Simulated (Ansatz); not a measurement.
The relaxed structure here is a generated cell of Te2Mo: the first start was made by placing the elements on the sites of a structure type, and the end was not matched to a known phase here, so it may be hypothetical. Known forms of Te2Mo include space group No. 194.

A relaxed structure of Te$_{2}$Mo. Space group Pnnm (No. 58), AFLOW prototype AB2_oP6_58_a_g (as in Fe2C). These are PBE (plane waves to 420 eV, PAW, scalar-relativistic; Ansatz, a quantum-chemistry and plane-wave program) values and carry that method's errors.

```cif
data_Mo2Te4
_chemical_formula_sum 'Mo2 Te4'
_space_group_name_H-M_alt 'Pnnm'
_space_group_IT_number 58
_space_group_name_Hall '-P 2 2n'
_cell_length_a 6.04051
_cell_length_b 6.83985
_cell_length_c 3.50462
_cell_angle_alpha 90.000
_cell_angle_beta 90.000
_cell_angle_gamma 90.000
loop_
_atom_site_label
_atom_site_type_symbol
_atom_site_symmetry_multiplicity
_atom_site_Wyckoff_symbol
_atom_site_fract_x
_atom_site_fract_y
_atom_site_fract_z
_atom_site_occupancy
Mo1 Mo 2 a 0.00000 0.00000 0.00000 1
Te1 Te 4 g 0.19535 0.64592 0.00000 1
```

Volume per atom: 24.13 Å³
Band gap: no gap (metallic)
Shortest distances: Mo–Te 2.69 Å; Te–Te 3.09 Å; Mo–Mo 3.50 Å
k-mesh: 8×7×13

Band energies at high-symmetry points (eV from the Fermi level; labels of this space group; no spin-orbit coupling), from −5 eV up to 3.9 eV:

```csv
point,energies
Γ,-4.30 -4.16 -3.54 -3.23 -2.22 -2.13 -1.69 -1.16 -0.83 -0.53 -0.09 0.00 0.22 0.81 0.88 1.17 2.23
X,-3.50 -3.50 -3.34 -3.34 -2.31 -2.31 -1.26 -1.26 -1.18 -1.18 -0.66 -0.66 1.49 1.49 1.52 1.52 2.91 2.91 3.36 3.36
S,-3.97 -3.97 -2.51 -2.51 -2.42 -2.42 -2.07 -2.07 -1.50 -1.50 -0.03 -0.03 0.63 0.63 1.48 1.48 3.29 3.29 3.46 3.46
Y,-4.26 -4.26 -3.43 -3.43 -2.12 -2.12 -1.42 -1.42 -0.93 -0.93 -0.66 -0.66 1.15 1.15 1.26 1.26 2.57 2.57 3.54 3.54
Z,-4.62 -4.62 -3.71 -3.71 -3.64 -3.64 -3.37 -3.37 -1.65 -1.65 -0.32 -0.32 1.33 1.33 1.60 1.60 1.81 1.81 2.90 2.90
U,-4.14 -4.14 -3.78 -3.78 -2.91 -2.91 -0.96 -0.96 -0.33 -0.33 0.60 0.60 1.44 1.44 2.30 2.30
R,-3.52 -3.52 -3.46 -3.46 -2.21 -2.21 -1.44 -1.44 -0.47 -0.47 0.80 0.80 1.46 1.46 2.60 2.60 3.64 3.64
T,-4.32 -4.32 -3.88 -3.88 -3.48 -3.48 -2.07 -2.07 -1.99 -1.99 -1.21 -1.21 0.95 0.95 1.49 1.49 2.99 2.99 3.20 3.20
```

No spin polarisation in the result.

The run could not lose the symmetry of its start; a randomly shaken copy of 12 atoms returns to this structure.
